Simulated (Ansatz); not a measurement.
A geometry of Ti away from equilibrium: step 2 of the relaxation of a randomly generated symmetric cell of Ti (space group No. 51). All values below come from PBEsol (plane waves to 420 eV, PAW, scalar-relativistic; Ansatz, a first-principles code). Γ-centred k-mesh 7×11×11 on the run's cell (coarser than for final values), Fermi–Dirac smearing 0.05 eV. The plane waves were selected for a different cell earlier on the path.

```
CELL_PARAMETERS angstrom
      4.54940     0.00000     0.00000
      0.00000     2.84511     0.00000
      0.00000     0.00000     2.79128
ATOMIC_POSITIONS crystal
  Ti 0.75000 0.00000 0.66398
  Ti 0.25000 0.00000 0.33602
```

**Question.** Give the Cartesian forces on all atoms (eV/Å).

**Answer.** 
```json
[
 {"atom": "Ti1", "Fx": "0.00", "Fy": "0.00", "Fz": "1.19"},
 {"atom": "Ti2", "Fx": "0.00", "Fy": "0.00", "Fz": "-1.19"}
]
```

The path ends in P6/mmm (No. 191) (AFLOW prototype A_hP1_191_a (A_f, as in Sn)). No spin polarisation in the result.

The run could not lose the symmetry of its start, so the end can be a saddle point.

The end of the path is a generated cell of Ti: the first start was made by a random draw of sites in a space group, and the end was not matched to a known phase here, so it may be hypothetical. Known forms of Ti include space group No. 194.
